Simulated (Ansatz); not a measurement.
Mo₃N₄ under pressure

The calculation used Ansatz, DFT PBE, scalar-relativistic, plane waves, PAW. Settings: 420 eV plane-wave cutoff, Γ-centred 8×8×8 mesh, Fermi-Dirac smearing of 0.15 eV. No spin polarisation. Phonons by linear response, acoustic sum rule imposed.

Relaxed structure:
```cif
data_structure
_symmetry_space_group_name_H-M 'Pm-3m'
_symmetry_Int_Tables_number 221
_cell_length_a 4.2037
_cell_length_b 4.2037
_cell_length_c 4.2037
_cell_angle_alpha 90.000
_cell_angle_beta 90.000
_cell_angle_gamma 90.000
_cell_volume 74.28
loop_
_atom_site_label
_atom_site_type_symbol
_atom_site_symmetry_multiplicity
_atom_site_Wyckoff_symbol
_atom_site_fract_x
_atom_site_fract_y
_atom_site_fract_z
_atom_site_occupancy
Mo1 Mo 3 c 0.50000 0.50000 0.00000 1
N1 N 1 b 0.50000 0.50000 0.50000 1
N2 N 3 d 0.50000 0.00000 0.00000 1
```

Its imaginary modes show that this cell, built by swapping an element in a database structure, isn't a minimum of the energy. In a metal, frequencies and elastic constants depend on the k mesh and the smearing, soft modes and shear constants most.

The cell is relaxed again at 2 and 6 GPa. How do volume, gap and optical modes at Γ (cm⁻¹, counted from the lowest optical one; a degenerate one stands once) change?

Results:

```
          0 GPa  2 GPa  6 GPa
    V/V0  1.000  0.994  0.982
gap (eV)   0.00   0.00   0.00
  mode 1   294i   296i   300i
  mode 4    90i    91i    91i
  mode 7    258    270    291
 mode 10    370    381    402
 mode 13    415    418    423
 mode 16    458    466    483
```